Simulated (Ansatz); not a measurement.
**Compressing Cr₂O₃: a fit and a missing row**

Cr₂O₃, R-3c, a = 4.972 Å, c = 13.417 Å. Ansatz: PBEsol, PAW, 420 eV, Γ-centred 12×12×12 mesh on 10 atoms, Gaussian smearing 0.02 eV; collinear spin, largest moment 2.4 μB. Shape and atoms are relaxed at each volume; pressure is positive in compression.

| V (Å³/atom) | P (GPa) |
| --- | --- |
| 9.002 | ? |
| 9.289 | 7.77 |
| 9.577 | 0.00 |
| 9.864 | -6.59 |
| 10.151 | -12.15 |

Problem. Take V0 = 9.577 Å³/atom, fit the third-order Birch–Murnaghan form to the other rows, and predict the missing pressure.

Solution. With the Eulerian strain f = ½[(V0/V)^(2/3) − 1] and y = P/[3f(1 + 2f)^(5/2)], the form is the line y = B0 + 1.5 B0 (B0′ − 4) f. Rows (f, y): 0.01028, 239.4; -0.00975, 236.7; -0.01903, 234.5. Means f = -0.006167, y = 236.87; Σ(Δf)² = 0.0004488, ΣΔfΔy = 0.07271; the slope is their ratio. y = 237.9 + 162.0 f GPa, so B0 = 237.9 GPa and B0′ = 4 + 2 × (162.0)/(3 × 237.9) = 4.45. At V = 9.002, f = 0.02107, y = 241.31 and P = 16.91 GPa. The run gave 16.91 GPa, the same to the digits shown. The form still works here, 33 % of the fitted range beyond its end.

The state reached may not be the lowest one. The program reads another magnetic order as possibly lower. Moments started parallel, and an antiferromagnetic order may lie lower.